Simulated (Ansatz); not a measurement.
Run on Zr (hcp type): DFT, LDA, PAW with Ansatz's default frozen-core files, scalar-relativistic (Ansatz 0.2.0). This run: cell relaxed at zero pressure.

The start is a guessed cell.

Command: `ansatz run input.yaml --threads 1 --pin off --max-ram 3584MiB --backend cpu --events-out ev --progress --plain --runs-dir out` It took 6.7 s on 1 thread of Intel(R) Xeon(R) 6975P-C (Granite Rapids), with other jobs on the host, peak memory 0.44 GiB.

```yaml
crystal:
  lattice:
    - [3.143214307, 0.0, 0.0]
    - [-1.5716071535, 2.7221034394, 0.0]
    - [0.0, 0.0, 5.0920071773]
  atoms:
    - { symbol: Zr, position: [0.3333333333, 0.6666666667, 0.25] }
    - { symbol: Zr, position: [0.6666666667, 0.3333333333, 0.75] }
kpoints:
  mp_grid: { grid: [15, 15, 8] }
scf:
  occupations: { method: fermi_dirac, width: 0.1 }
hamiltonian:
  xc: lda
  pseudopotentials: { kind: paw }
output:
  forces: true
  stress: true
relax:
  f_tol: 0.005
  max_steps: 40
  cell: {}
```

Output:

```
Engine: ansatz 0.2.0
Pseudopotentials: kind: paw
Pseudopotential: Zr, paw, valence charge 12, recommended cutoff 420 eV (normal), Zr.paw.azcp
Functional definition: SPW92
  exchange = slater_x
  correlation = pw_c
Crystal: 2 atoms, lattice volume = 43.568 Å³
Basis set: ecut = 420 eV, 845 PW (Γ)
Bands: 16, of which v1, the nominal top of the filled ones, is band 12 counted from 1 (11 counted from 0)
Symmetry: 24 space group operations
Space group: P63/mmc (ITA 194), of the structure as read, at distance tolerance 3.5e-5 Å
k-points: 135 of 1800
Non-local potential: Zr, projectors of the file, l = 0: 3, l = 1: 2, l = 2: 2, l = 3: 2
PAW form: soft (Blöchl's): semilocal exchange-correlation on the pseudo side does not see the compensation charge
PAW frozen core: Zr, regenerated for the run's functional, and the local potential with it (the file was generated under x = pbe(κ = 0.804, μ = 0.2195149727645171), c = pbe(β = 0.06672455060314922))
PAW one-centre angular grid: Zr, 590 points (default); XC on 64 Gauss nodes
Initial density: superposition of atomic densities (neutral atoms: chi_scale 0, normalization atom), corrected by the library's trained network
Initial wavefunctions: pseudopotential atomic-orbital guess
Functional: x = slater, c = lda
SCF iter   1: F=—  HF=-8154.962489 eV  |F-HF|=—  |Δ(HF+E_count)|=         —  Δρ=5.58e-3  dr2=3.97e-3  ethr=1.77e-3  ⟨swp⟩=4.8  Hψ=9198  notcnv=0
preconditioner: auto → Kerker (q_TF=auto, 2.470 Å⁻¹)  [metal: Δε(μ)=0.002 eV  Ē_g=3.302 eV  σ=0.100 eV  W_gap=0.00  n_scr=10 (ndim 8)  ℏωp=15.9 eV  f_vac=0.000  D(μ)=2.01/eV (n_scr^D=22)]
SCF iter   2: F=—  HF=-8154.961581 eV  |F-HF|=—  |Δ(HF+E_count)|=   9.08e-4  Δρ=3.18e-3  dr2=1.39e-3  ethr=1.65e-5  ⟨swp⟩=2.1  Hψ=4293  notcnv=0
SCF iter   3: F=—  HF=-8154.961660 eV  |F-HF|=—  |Δ(HF+E_count)|=   7.97e-5  Δρ=4.01e-4  dr2=3.11e-5  ethr=5.81e-6  ⟨swp⟩=2.3  Hψ=3713  notcnv=0
SCF iter   4: F=—  HF=-8154.961651 eV  |F-HF|=—  |Δ(HF+E_count)|=   9.66e-6  Δρ=8.71e-5  dr2=2.20e-6  ethr=1.30e-7  ⟨swp⟩=2.4  Hψ=3920  notcnv=0
SCF iter   5: F=—  HF=-8154.961651 eV  |F-HF|=—  |Δ(HF+E_count)|=   2.47e-7  Δρ=2.24e-5  dr2=1.75e-7  ethr=9.16e-9  ⟨swp⟩=1.0  Hψ=2160  notcnv=0
SCF iter   6: F=-8154.961651 eV  HF=-8154.961651 eV  |F-HF|=8.59e-9  |Δ(HF+E_count)|=   2.51e-8  Δρ=6.99e-6  dr2=1.19e-8  ethr=4.17e-10  ⟨swp⟩=3.9  Hψ=6436  notcnv=0
SCF 1 converged in 6 iterations: F = -8154.961651 eV  dr2 = 1.19e-8
  greatest PAW one-centre occupation: 0.998 electrons in one spin orbital (limit 2), on the Zr atom at site 1 (counted from 0), in its partial waves of l = 0
relax step   1: F+E_penalty+E_count = -8154.96165102 eV  Δ(F+E_penalty+E_count) = +0.000e0 eV  max|allowed force component| = 7.286e-17 eV/Å  Δτ_max = 0.0000 Å  P = +0.023 GPa  Ω = 43.568 Å³  (6 SCF iters, dr2 threshold 1.00e-7 eV, accepted)
Crystal: 2 atoms, lattice volume = 43.590 Å³
Initial density: handed on by an earlier stage of this run
Initial wavefunctions: those handed on with the density
iter 1 solved again at ethr=2.10e-9 eV; its pass at ethr=3.10e-3 eV (dr2=5.03e-7 eV) is discarded
SCF iter   1: F=—  HF=-8154.961655 eV  |F-HF|=—  |Δ(HF+E_count)|=         —  Δρ=4.54e-5  dr2=8.24e-7  ethr=2.10e-9  ⟨swp⟩=3.1  Hψ=14186  notcnv=0
preconditioner: auto → Kerker (q_TF=auto, 2.470 Å⁻¹)  [metal: Δε(μ)=0.004 eV  Ē_g=3.304 eV  σ=0.100 eV  W_gap=0.01  n_scr=10 (ndim 8)  ℏωp=15.9 eV  f_vac=0.000  D(μ)=2.01/eV (n_scr^D=22)]
SCF iter   2: F=—  HF=-8154.961655 eV  |F-HF|=—  |Δ(HF+E_count)|=   1.65e-7  Δρ=2.68e-5  dr2=3.08e-7  ethr=2.10e-9  ⟨swp⟩=1.0  Hψ=2164  notcnv=0
SCF iter   3: F=-8154.961655 eV  HF=-8154.961655 eV  |F-HF|=6.00e-10  |Δ(HF+E_count)|=   9.96e-8  Δρ=2.80e-6  dr2=2.82e-9  ethr=6.81e-11  ⟨swp⟩=3.0  Hψ=8594  notcnv=0
SCF 2 converged in 3 iterations: F = -8154.961655 eV  dr2 = 2.82e-9
relax step   2: F+E_penalty+E_count = -8154.96165512 eV  Δ(F+E_penalty+E_count) = -4.106e-6 eV  max|allowed force component| = 7.401e-17 eV/Å  Δτ_max = 0.0000 Å  P = -0.038 GPa  Ω = 43.590 Å³  energy of the carried Pulay correction = -2.403e-6 eV  (3 SCF iters, dr2 threshold 1.63e-8 eV, accepted)
Initial wavefunctions: pseudopotential atomic-orbital guess (no wavefunctions were taken with the density)
iter 1 solved again at ethr=6.88e-8 eV; its pass at ethr=3.10e-3 eV (dr2=1.65e-5 eV) is discarded
SCF iter   1: F=—  HF=-8154.961658 eV  |F-HF|=—  |Δ(HF+E_count)|=         —  Δρ=2.78e-6  dr2=2.74e-9  ethr=6.88e-8  ⟨swp⟩=3.6  Hψ=16052  notcnv=0
eigensolver tolerance schedule: the retry pair's looser diagonalisation over-reported the residual by 6031.22 of it (diagonalisation noise at 0.15 of the residual, at the tolerance the schedule requests for it); recorded, not acted on — ethr = c·dr2/N_el stays at c = 1.0e-1
SCF iter   2: F=—  HF=-8154.961658 eV  |F-HF|=—  |Δ(HF+E_count)|=   3.48e-7  Δρ=1.80e-6  dr2=1.25e-9  ethr=1.14e-11  ⟨swp⟩=2.2  Hψ=3361  notcnv=0
SCF iter   3: F=-8154.961658 eV  HF=-8154.961658 eV  |F-HF|=1.82e-12  |Δ(HF+E_count)|=  1.67e-10  Δρ=1.70e-7  dr2=3.34e-12  ethr=1.00e-12  ⟨swp⟩=4.8  Hψ=10383  notcnv=0
SCF 3 converged in 3 iterations: F = -8154.961658 eV  dr2 = 3.34e-12
relax step   3: F+E_penalty+E_count = -8154.96165811 eV  Δ(F+E_penalty+E_count) = -2.989e-6 eV  max|allowed force component| = 7.170e-17 eV/Å  Δτ_max = 0.0000 Å  P = -0.038 GPa  Ω = 43.590 Å³  stress off target by 3.95e-2 GPa  SCF on the basis re-selected at this cell (its energy is not comparable with the rows above)  (3 SCF iters)
basis re-selected at this cell: Δ(F+E_penalty+E_count) = -2.989e-6 eV, ΔP = +0.000 GPa vs the last step (what re-selecting the basis moved, of the pressure what is left beyond the Pulay correction that the steps carried, after the strain that the cell walked since its last selection, with what the two solves' SCF thresholds leave and, on support functions, any second-order correction that the steps lacked; it is no measure of the basis error at this ecutwfc). This SCF's stress stands 3.95e-2 GPa from its target on what of the cell is left free (relax.cell.stress_tol is 5.00e-2 GPa) and its largest allowed force component is 7.17e-17 eV/Å (relax.f_tol is 5.00e-3 eV/Å): within both
SCF converged after 3 iterations
Free energy (F): -8154.961658 eV
Harris-Foulkes:  -8154.961658 eV  (|F-HF|=1.82e-12)
Internal energy: -8154.892674 eV  (E = F + TS)
E sigma→0 (E₀):  -8154.927166 eV
Entropy (-TS):   -0.068984 eV (-34.492 meV/atom)
Fermi energy:    14.795648 eV
--- Per-component energies (eV) ---
  E_band       = -170.684073
  E_kinetic    = 669.619589
  E_local      = -1201.570732  (includes V_loc(G=0)·N_el)
  E_nonlocal   = 170.292877
  E_hartree    = 370.578835
  E_xc         = -321.605617
  E_vxc        = -382.090268  (∫ρ·V_xc dr)
  E_paw        = -5699.007703  (= ΣΔE_a)
  E_vpaw       = -168.093220  (= ΣTr[D̂ρ^β])
  E_aug_tail   = 0.000047  (compensation charges beyond the density's cutoff)
  E_ewald      = -2143.940772
  E_core_change = 0.740802  (= ΣΔE_core)
  E_smearing   = -0.068984  (= −TS)
  E_closure    = 0.000000  (closes the sum)
  Σ components = -8154.961658   (vs F -8154.961658, Δ=0.00e0)
--- Forces (eV/Å), atoms counted from 1 ---
  atom   1  Zr     0.00000000     0.00000000    -0.00000000
  atom   2  Zr    -0.00000000    -0.00000000     0.00000000
  max |Σ_I F_I| component: 1.85e-17 eV/Å
--- Stress (GPa, compression-positive) ---
       -0.039486       0.000000      -0.000000
        0.000000      -0.039486      -0.000000
       -0.000000      -0.000000      -0.034759
  P = ⅓ Tr σ = -0.0379 GPa (-0.379 kbar)
--- Band table (eV; the first three rows and the last of 135) ---
  k-point 0: bands = ["-33.7411", "-33.5486", "-12.4222", "-11.3478", "-11.3478", "-11.2085", "-11.1887", "-11.1887", "9.0779", "11.6076", "15.6839", "15.7031", "15.7031", "16.1998", "16.4154", "16.4154"]
  k-point 1: bands = ["-33.7340", "-33.5560", "-12.3793", "-11.3418", "-11.3418", "-11.2585", "-11.1948", "-11.1948", "9.2162", "11.6082", "15.5825", "15.6412", "15.6412", "15.9349", "16.3186", "16.3186"]
  k-point 2: bands = ["-33.7134", "-33.5773", "-12.2559", "-11.3991", "-11.3248", "-11.3248", "-11.2122", "-11.2122", "9.6098", "11.5605", "15.3178", "15.3607", "15.5495", "15.5495", "16.0874", "16.0874"]
  k-point 134: bands = ["-33.5090", "-33.5090", "-12.1510", "-12.1510", "-11.8966", "-11.8966", "-11.4081", "-11.4081", "13.2509", "13.2509", "13.5060", "13.5060", "14.8995", "14.8995", "16.9008", "16.9008"]
--- Relaxed structure (2 steps of the walk, 2 accepted, 1 SCFs on fresh bases) ---
  F+E_penalty+E_count = -8154.96165811 eV   max|allowed force component| = 7.170e-17 eV/Å   (the final SCF, on the basis selected at the relaxed cell)
  cell:  # Å, volume = 43.5902 Å³
    - [3.1427911294296145, 7.340302960185433e-33, -3.742355324564618e-20]
    - [-1.5713955647148072, 2.721736956874434, 1.871177662282289e-20]
    - [-6.062615625747835e-20, -3.716028373565162e-34, 5.095969156180127]
  atoms:
    - { symbol: Zr, position: [0.3333333333333333, 0.6666666666666666, 0.24999999999999997] }
    - { symbol: Zr, position: [0.6666666666666665, 0.3333333333333333, 0.7499999999999999] }
```

Next run (hcp relaxed under pressure), as changes to the input before:

```diff
   lattice:
-    - [3.143214307, 0.0, 0.0]
-    - [-1.5716071535, 2.7221034394, 0.0]
-    - [0.0, 0.0, 5.0920071773]
+    - [3.0171601257, 0.0, 0.0]
+    - [-1.5085800628, 2.6129373161, 0.0]
+    - [0.0, 0.0, 4.8877994036]
   atoms:
   stress: true
+  eigenvalues: true
 relax:
   max_steps: 40
-  cell: {}
+  cell: { p_target: 15.0, stress_tol: 0.03 }
```

Results part of the output:

```
basis re-selected at this cell: Δ(F+E_penalty+E_count) = -9.901e-6 eV, ΔP = +0.001 GPa vs the last step (what re-selecting the basis moved, of the pressure what is left beyond the Pulay correction that the steps carried, after the strain that the cell walked since its last selection, with what the two solves' SCF thresholds leave and, on support functions, any second-order correction that the steps lacked; it is no measure of the basis error at this ecutwfc). The dense FFT grid was sized anew with the basis: this SCF ran on 20×20×36 points, the steps before it on 24×24×36, so part of this shift can come from that change (see relax.cell in the input reference). This SCF's stress stands 2.64e-3 GPa from its target on what of the cell is left free (relax.cell.stress_tol is 3.00e-2 GPa) and its largest allowed force component is 8.33e-17 eV/Å (relax.f_tol is 5.00e-3 eV/Å): within both
SCF converged after 5 iterations
Free energy (F): -8154.744699 eV
Harris-Foulkes:  -8154.744699 eV  (|F-HF|=9.09e-13)
Internal energy: -8154.683044 eV  (E = F + TS)
E sigma→0 (E₀):  -8154.713871 eV
Entropy (-TS):   -0.061656 eV (-30.828 meV/atom)
Fermi energy:    16.999806 eV
--- Per-component energies (eV) ---
  E_band       = -115.063951
  E_kinetic    = 677.880266
  E_local      = -1084.247378  (includes V_loc(G=0)·N_el)
  E_nonlocal   = 171.732331
  E_hartree    = 337.320042
  E_xc         = -324.633847
  E_vxc        = -386.073506  (∫ρ·V_xc dr)
  E_paw        = -5699.761337  (= ΣΔE_a)
  E_vpaw       = -168.995816  (= ΣTr[D̂ρ^β])
  E_aug_tail   = 0.000046  (compensation charges beyond the density's cutoff)
  E_ewald      = -2233.713968
  E_core_change = 0.740802  (= ΣΔE_core)
  E_smearing   = -0.061656  (= −TS)
  E_closure    = 0.000000  (closes the sum)
  Σ components = -8154.744699   (vs F -8154.744699, Δ=0.00e0)
--- Forces (eV/Å), atoms counted from 1 ---
  atom   1  Zr    -0.00000000     0.00000000     0.00000000
  atom   2  Zr     0.00000000    -0.00000000    -0.00000000
  max |Σ_I F_I| component: 1.85e-17 eV/Å
--- Stress (GPa, compression-positive) ---
       14.998948       0.000000       0.000000
        0.000000      14.998948       0.000000
        0.000000       0.000000      14.997363
  P = ⅓ Tr σ = 14.9984 GPa (149.984 kbar)
--- Band table (eV; the first three rows and the last of 135) ---
  k-point 0: bands = ["-31.3565", "-31.0738", "-10.2624", "-8.7071", "-8.7071", "-8.5939", "-8.5127", "-8.5127", "11.1829", "13.5122", "17.6099", "17.9794", "17.9794", "18.7405", "18.7405", "18.7902"]
  k-point 1: bands = ["-31.3460", "-31.0849", "-10.2043", "-8.6998", "-8.6998", "-8.6641", "-8.5203", "-8.5203", "11.3373", "13.5309", "17.5096", "17.9301", "17.9301", "18.4921", "18.6459", "18.6459"]
  k-point 2: bands = ["-31.3162", "-31.1164", "-10.0370", "-8.8604", "-8.6790", "-8.6790", "-8.5416", "-8.5416", "11.7710", "13.5455", "17.2546", "17.8079", "17.8550", "17.8550", "18.4169", "18.4169"]
  k-point 134: bands = ["-30.9672", "-30.9672", "-9.9042", "-9.9042", "-9.6061", "-9.6061", "-8.8743", "-8.8743", "15.2081", "15.2081", "15.5974", "15.5974", "17.3195", "17.3195", "19.2436", "19.2436"]
--- Relaxed structure (4 steps of the walk, 4 accepted, 1 SCFs on fresh bases) ---
  F+E_penalty+E_count = -8154.74469915 eV   max|allowed force component| = 8.327e-17 eV/Å   (the final SCF, on the basis selected at the relaxed cell)
  cell:  # Å, volume = 38.5373 Å³
    - [2.987462909326696, -2.858337470098353e-11, 0.0]
    - [-1.493731454638594, 2.5872187723549773, 0.0]
    - [0.0, 0.0, 4.9859244614314955]
  atoms:
    - { symbol: Zr, position: [0.3333333333333333, 0.6666666666666666, 0.25000000000000006] }
    - { symbol: Zr, position: [0.6666666666666666, 0.33333333333333326, 0.7500000000000001] }
```

Next run (simple hexagonal relaxed under pressure), as changes to the input before:

```diff
   lattice:
-    - [3.0171601257, 0.0, 0.0]
-    - [-1.5085800628, 2.6129373161, 0.0]
-    - [0.0, 0.0, 4.8877994036]
+    - [2.9005846918, 0.0, 0.0]
+    - [-1.4502923459, 2.5119800289, 0.0]
+    - [0.0, 0.0, 2.7265496103]
   atoms:
-    - { symbol: Zr, position: [0.3333333333, 0.6666666667, 0.25] }
-    - { symbol: Zr, position: [0.6666666667, 0.3333333333, 0.75] }
+    - { symbol: Zr, position: [0.0, 0.0, 0.0] }
 kpoints:
-  mp_grid: { grid: [15, 15, 8] }
+  mp_grid: { grid: [15, 15, 14] }
 scf:
```

Command: `ansatz run input.yaml --threads 1 --pin off --max-ram 3584MiB --backend cpu --events-out ev --progress --plain --runs-dir out` It took 9.1 s on 1 thread of Intel(R) Xeon(R) 6975P-C (Granite Rapids), on a shared host, peak memory 0.4 GiB.

Results part of the output:

```
basis re-selected at this cell: Δ(F+E_penalty+E_count) = +4.947e-5 eV, ΔP = -0.001 GPa vs the last step (what re-selecting the basis moved, of the pressure what is left beyond the Pulay correction that the steps carried, after the strain that the cell walked since its last selection, with what the two solves' SCF thresholds leave and, on support functions, any second-order correction that the steps lacked; it is no measure of the basis error at this ecutwfc). This SCF's stress stands 6.43e-3 GPa from its target on what of the cell is left free (relax.cell.stress_tol is 3.00e-2 GPa) and its largest allowed force component is 0.00e0 eV/Å (relax.f_tol is 5.00e-3 eV/Å): within both
SCF converged after 4 iterations
Free energy (F): -4077.032641 eV
Harris-Foulkes:  -4077.032641 eV  (|F-HF|=2.27e-12)
Internal energy: -4077.007453 eV  (E = F + TS)
E sigma→0 (E₀):  -4077.020047 eV
Entropy (-TS):   -0.025188 eV (-25.188 meV/atom)
Fermi energy:    16.518967 eV
--- Per-component energies (eV) ---
  E_band       = -61.255142
  E_kinetic    = 339.556200
  E_local      = -568.166636  (includes V_loc(G=0)·N_el)
  E_nonlocal   = 86.668201
  E_hartree    = 179.323723
  E_xc         = -162.379953
  E_vxc        = -193.138172  (∫ρ·V_xc dr)
  E_paw        = -2850.160364  (= ΣΔE_a)
  E_vpaw       = -84.822204  (= ΣTr[D̂ρ^β])
  E_aug_tail   = 0.000024  (compensation charges beyond the density's cutoff)
  E_ewald      = -1102.219048
  E_core_change = 0.370401  (= ΣΔE_core)
  E_smearing   = -0.025188  (= −TS)
  E_closure    = 0.000000  (closes the sum)
  Σ components = -4077.032641   (vs F -4077.032641, Δ=0.00e0)
--- Forces (eV/Å), atoms counted from 1 ---
  atom   1  Zr     0.00000000     0.00000000     0.00000000
  max |Σ_I F_I| component: 2.47e-32 eV/Å
--- Stress (GPa, compression-positive) ---
       15.005411      -0.000000      -0.000000
        0.000000      15.005411       0.000000
       -0.000000       0.000000      15.006426
  P = ⅓ Tr σ = 15.0057 GPa (150.057 kbar)
--- Band table (eV; the first three rows and the last of 216) ---
  k-point 0: bands = ["-31.7643", "-8.9740", "-8.6828", "-8.6828", "11.1876", "14.2709", "17.8499", "17.8499", "23.5486", "23.5486"]
  k-point 1: bands = ["-31.7531", "-9.0717", "-8.6754", "-8.6754", "11.3400", "14.4296", "17.8841", "17.8841", "23.3276", "23.3276"]
  k-point 2: bands = ["-31.7214", "-9.3386", "-8.6545", "-8.6545", "11.7494", "14.8987", "17.9817", "17.9817", "22.7640", "22.7640"]
  k-point 215: bands = ["-31.1060", "-10.2203", "-9.9948", "-9.9948", "14.4239", "14.4239", "18.4189", "18.4189", "24.3784", "27.2774"]
--- Relaxed structure (5 steps of the walk, 4 accepted, 1 SCFs on fresh bases) ---
  F+E_penalty+E_count = -4077.03264105 eV   max|allowed force component| = 0.000e0 eV/Å   (the final SCF, on the basis selected at the relaxed cell)
  cell:  # Å, volume = 19.4155 Å³
    - [2.8338093533266866, 0.0, 0.0]
    - [-1.4169046766633433, 2.4541508894628628, 0.0]
    - [0.0, 0.0, 2.79174815530742]
  atoms:
    - { symbol: Zr, position: [0.0, 0.0, 0.0] }
```

Next run (sc relaxed under pressure), as changes to the input before:

```diff
   lattice:
-    - [2.9005846918, 0.0, 0.0]
-    - [-1.4502923459, 2.5119800289, 0.0]
-    - [0.0, 0.0, 2.7265496103]
+    - [2.735125016, 0.0, 0.0]
+    - [0.0, 2.735125016, 0.0]
+    - [0.0, 0.0, 2.735125016]
   atoms:
 kpoints:
-  mp_grid: { grid: [15, 15, 14] }
+  mp_grid: { grid: [14, 14, 14] }
 scf:
```

Results part of the output:

```
basis re-selected at this cell: Δ(F+E_penalty+E_count) = +1.046e-4 eV, ΔP = -0.002 GPa vs the last step (what re-selecting the basis moved, of the pressure what is left beyond the Pulay correction that the steps carried, after the strain that the cell walked since its last selection, with what the two solves' SCF thresholds leave and, on support functions, any second-order correction that the steps lacked; it is no measure of the basis error at this ecutwfc). This SCF's stress stands 5.84e-3 GPa from its target on what of the cell is left free (relax.cell.stress_tol is 3.00e-2 GPa) and its largest allowed force component is 0.00e0 eV/Å (relax.f_tol is 5.00e-3 eV/Å): within both
SCF converged after 4 iterations
Free energy (F): -4076.527352 eV
Harris-Foulkes:  -4076.527352 eV  (|F-HF|=1.82e-12)
Internal energy: -4076.480373 eV  (E = F + TS)
E sigma→0 (E₀):  -4076.503862 eV
Entropy (-TS):   -0.046979 eV (-46.979 meV/atom)
Fermi energy:    16.196459 eV
--- Per-component energies (eV) ---
  E_band       = -65.508832
  E_kinetic    = 340.252843
  E_local      = -593.680913  (includes V_loc(G=0)·N_el)
  E_nonlocal   = 87.501121
  E_hartree    = 189.301178
  E_xc         = -162.283592
  E_vxc        = -193.032754  (∫ρ·V_xc dr)
  E_paw        = -2850.450391  (= ΣΔE_a)
  E_vpaw       = -85.151479  (= ΣTr[D̂ρ^β])
  E_aug_tail   = 0.000023  (compensation charges beyond the density's cutoff)
  E_ewald      = -1087.491044
  E_core_change = 0.370401  (= ΣΔE_core)
  E_smearing   = -0.046979  (= −TS)
  E_closure    = -0.000000  (closes the sum)
  Σ components = -4076.527352   (vs F -4076.527352, Δ=0.00e0)
--- Forces (eV/Å), atoms counted from 1 ---
  atom   1  Zr     0.00000000    -0.00000000     0.00000000
  max |Σ_I F_I| component: 2.47e-32 eV/Å
--- Stress (GPa, compression-positive) ---
       15.005841       0.000000       0.000000
        0.000000      15.005841       0.000000
        0.000000       0.000000      15.005841
  P = ⅓ Tr σ = 15.0058 GPa (150.058 kbar)
--- Band table (eV; the first three rows and the last of 120) ---
  k-point 0: bands = ["-32.1889", "-9.1291", "-9.1291", "-9.1291", "10.9201", "13.8665", "13.8665", "23.2456", "23.2456", "23.2456"]
  k-point 1: bands = ["-32.1737", "-9.2541", "-9.1186", "-9.1186", "11.0838", "13.9132", "14.0692", "22.9120", "22.9120", "23.2671"]
  k-point 2: bands = ["-32.1308", "-9.5938", "-9.0889", "-9.0889", "11.5173", "14.0474", "14.6689", "22.1147", "22.1147", "23.3277"]
  k-point 119: bands = ["-31.2721", "-10.6625", "-10.6625", "-10.6625", "13.8889", "13.8889", "13.8889", "22.7286", "26.2910", "26.2910"]
--- Relaxed structure (4 steps of the walk, 3 accepted, 1 SCFs on fresh bases) ---
  F+E_penalty+E_count = -4076.52735199 eV   max|allowed force component| = 0.000e0 eV/Å   (the final SCF, on the basis selected at the relaxed cell)
  cell:  # Å, volume = 19.7920 Å³
    - [2.7049763955545356, 2.567906592516314e-34, 2.5679065925163143e-34]
    - [-2.5679065925163156e-34, 2.7049763955545356, 3.209883240645393e-35]
    - [2.5679065925163143e-34, -3.209883240645393e-35, 2.7049763955545356]
  atoms:
    - { symbol: Zr, position: [0.0, 0.0, 0.0] }
```

The PAW files were made under PBE.
